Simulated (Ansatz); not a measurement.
CrSTe (Janus 1T monolayer) was relaxed with 5 functionals in Ansatz 0.2.0, cell and atoms free, the symmetry of the start kept (meshes: PBE 12×12×1, r2SCAN 12×12×1, PBEsol 12×12×1, LDA 12×12×1, HSE06 6×6×1). (Calculated; spin-unpolarised; the phase may be known or hypothetical.)

The PBEsol result:
```yaml
crystal:
  lattice:
    - [3.21796, 0.00000, 0.00000]
    - [-1.60898, 2.78684, 0.00000]
    - [0.00000, 0.00000, 30.08207]
  atoms:
    - { symbol: Cr, position: [0.00000, 0.00000, 0.30561] }
    - { symbol: S, position: [0.33333, 0.66667, 0.34877] }
    - { symbol: Te, position: [0.66667, 0.33333, 0.24316] }
```
Two periodic directions, a and b.

The sheet's in-plane cell has a = 3.218 Å, b = 3.218 Å (γ = 120.0°), and its outermost atoms lie 3.18 Å apart along the normal. Cr has 3 S at 2.27 Å and 3 Te at 2.64 Å; S has 3 Cr at 2.27 Å; Te has 3 Cr at 2.64 Å and 6 Te at 3.22 Å.

Problem. How does the cell change with LDA?

Solution. a = 3.190 Å; the area differs by -1.7 % from PBEsol's. Cr has 3 S at 2.25 Å and 3 Te at 2.62 Å; S has 3 Cr at 2.25 Å; Te has 3 Cr at 2.62 Å and 6 Te at 3.19 Å.

Problem. How does the cell change with PBE?

Solution. a = 3.298 Å; the area differs by +5.0 % from PBEsol's. Cr has 3 S at 2.29 Å and 3 Te at 2.68 Å; S has 3 Cr at 2.29 Å; Te has 3 Cr at 2.68 Å and 6 Te at 3.30 Å.

Problem. Held at the r2SCAN cell, what mean stress do LDA and PBE find, and does its sign point to their own minimum?

Solution. Not in every case. LDA -3.95 N/m, and its relaxed area is -7.8 % from r2SCAN's; PBE +0.41 N/m, and its relaxed area is -1.5 % from r2SCAN's. Compression counts positive, so a positive stress asks for a larger cell. For PBE the signs differ: the stress is read with the atoms held, and they move too when that functional relaxes the cell.

The cell is metallic with r2SCAN, HSE06, and these meshes limit the relaxed cells of a metal.
